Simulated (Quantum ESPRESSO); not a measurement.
Band energies of CdSe

```
CdSe
1.0
    0.00000     3.04145     3.04145
    3.04145     0.00000     3.04145
    3.04145     3.04145     0.00000
Se Cd
1 1
Direct
  0.25000   0.25000   0.25000
  0.00000   0.00000   0.00000
```

PBEsol (Quantum ESPRESSO, PseudoDojo norm-conserving, 102 Ry, no spin-orbit coupling); path ΓXWKΓLUWLK,UX; energies in eV from the valence-band maximum.

```
k (1/Å)  point  band 14  band 15  band 16  band 17  band 18  band 19  band 20  band 21
-------  -----  -------  -------  -------  -------  -------  -------  -------  -------
0.00         Γ    -7.52    -7.52     0.00     0.00     0.00     0.48     5.87     5.87
0.57              -7.51    -7.49    -2.86    -1.20    -1.20     3.36     3.96     7.68
1.03         X    -7.46    -7.17    -4.12    -1.87    -1.87     3.01     3.69     8.95
1.16              -7.47    -7.15    -4.11    -1.93    -1.93     3.21     3.84     8.76
1.55         W    -7.52    -7.04    -4.02    -2.26    -2.24     4.99     5.11     6.37
1.79              -7.50    -7.07    -4.05    -2.52    -1.67     3.88     5.09     7.56
1.91         K    -7.49    -7.08    -4.06    -2.56    -1.53     3.61     5.08     8.12
2.31              -7.54    -7.36    -3.55    -1.98    -0.71     3.61     5.81     6.10
2.81              -7.53    -7.52    -1.05    -0.22    -0.05     1.44     5.60     5.98
3.01         Γ    -7.52    -7.52     0.00     0.00     0.00     0.48     5.87     5.87
3.31              -7.52    -7.52    -1.74    -0.21    -0.21     1.82     5.61     6.20
3.81              -7.50    -7.28    -4.32    -0.74    -0.74     2.30     6.39     6.39
3.90         L    -7.50    -7.23    -4.44    -0.76    -0.76     2.29     6.38     6.38
4.33              -7.50    -7.12    -4.13    -2.27    -1.24     3.70     5.42     7.32
4.54         U    -7.49    -7.08    -4.06    -2.56    -1.53     3.61     5.08     8.12
4.90         W    -7.52    -7.04    -4.02    -2.26    -2.24     4.99     5.11     6.37
5.36              -7.50    -7.18    -4.28    -1.63    -1.03     3.31     5.57     6.82
5.63         L    -7.50    -7.23    -4.44    -0.76    -0.76     2.29     6.38     6.38
5.81              -7.50    -7.21    -4.37    -1.23    -0.87     2.82     5.88     6.65
6.27         K    -7.49    -7.08    -4.06    -2.56    -1.53     3.61     5.08     8.12
6.27         U    -7.49    -7.08    -4.06    -2.56    -1.53     3.61     5.08     8.12
6.63         X    -7.46    -7.17    -4.12    -1.87    -1.87     3.01     3.69     8.95
```

The PBEsol gap is direct, 0.48 eV at Γ.

Spin-orbit splittings are left out.

Geometry relaxed with PBEsol.
